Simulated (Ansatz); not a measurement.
**Ga2TeS5: rattling a relaxed structure**

The structure comes from a proposed guess, relaxed at this level; another structure or a mixture of phases may lie lower.

Level of theory: DFT PBE, scalar-relativistic, plane waves, PAW in Ansatz. Settings: cutoff 420 eV, Γ-centred mesh 6×6×6 on the computed 8-atom cell, Gaussian smearing of 0.02 eV; no spin polarisation.

The cell below (8 atoms, space group I4 (No. 79)) is relaxed within its symmetry.

```xyz
8
Lattice="-4.1210 4.1210 3.1141 4.1210 -4.1210 3.1141 4.1210 4.1210 -3.1141" Properties=species:S:1:pos:R:3 pbc="T T T"
Ga    0.0000    4.1210    1.5304
Ga    4.1210    0.0000    1.5304
Te    0.0000    0.0000    0.2094
S     0.9173    2.6687   -0.0241
S     5.5732    0.9173   -0.0241
S    -1.4522    3.2037    3.0900
S     3.2037    1.4522    3.0900
S     0.0000    0.0000    2.4317
```

For the test it was strained at random (σ = 1.5 % a component), the atoms were moved at random (σ = 0.15 Å), and all was relaxed again on a coarse 4×4×4 mesh (in the run’s order of axes) with 0.10 eV smearing, with no symmetry imposed.

Spin–orbit coupling, which can matter for Te, is left out.

Q: What happens?

A: It returns, within 1 meV/atom of the unmoved cell on that mesh and with the same symmetry when read at 0.1 Å (P1 at 0.01 Å, so small strains and shifts remain). No instability shows in this cell; modes of other wave vectors, which need another repeat, aren't tested.
